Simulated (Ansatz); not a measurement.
SiNi:
```cif
data_Ni4Si4
_chemical_formula_sum 'Si4 Ni4'
_space_group_name_H-M_alt 'Pnma'
_space_group_IT_number 62
_space_group_name_Hall '-P 2ac 2n'
_cell_length_a 5.09538
_cell_length_b 3.35856
_cell_length_c 5.56984
_cell_angle_alpha 90.000
_cell_angle_beta 90.000
_cell_angle_gamma 90.000
loop_
_atom_site_label
_atom_site_type_symbol
_atom_site_symmetry_multiplicity
_atom_site_Wyckoff_symbol
_atom_site_fract_x
_atom_site_fract_y
_atom_site_fract_z
_atom_site_occupancy
Si1 Si 4 c 0.17871 0.25000 0.41589 1
Ni1 Ni 4 c 0.00777 0.25000 0.81087 1
```

Relaxed at zero pressure with the program Ansatz at the r²SCAN level (PAW).

Problem. The volume is lowered by 6 % and shape and atoms relax at that volume. What pressure results, and how do the axes share the change?

Solution. 12.8 GPa; a -2.0 %, b -1.4 %, c -2.7 %; the energy rises by 27 meV/atom.

Problem. Give the new structure.

Solution. 
Space group Pnma (No. 62); a = 4.9942 Å, b = 3.3114 Å, c = 5.4177 Å, α = 90.00°, β = 90.00°, γ = 90.00°

| atom | site | symmetry | x | y | z |
|---|---|---|---|---|---|
| Si | 4c | .m. | 0.1758 | 0.2500 | 0.4128 |
| Ni | 4c | .m. | 0.0104 | 0.2500 | 0.8140 |

The phase is kept; no other phase was compared at this pressure.

The r²SCAN relaxation kept the symmetry of its start; of distortions, only those at the zone centre were tested. No spin polarisation was allowed.

Potentials: the earlier of the program's two PAW sets.
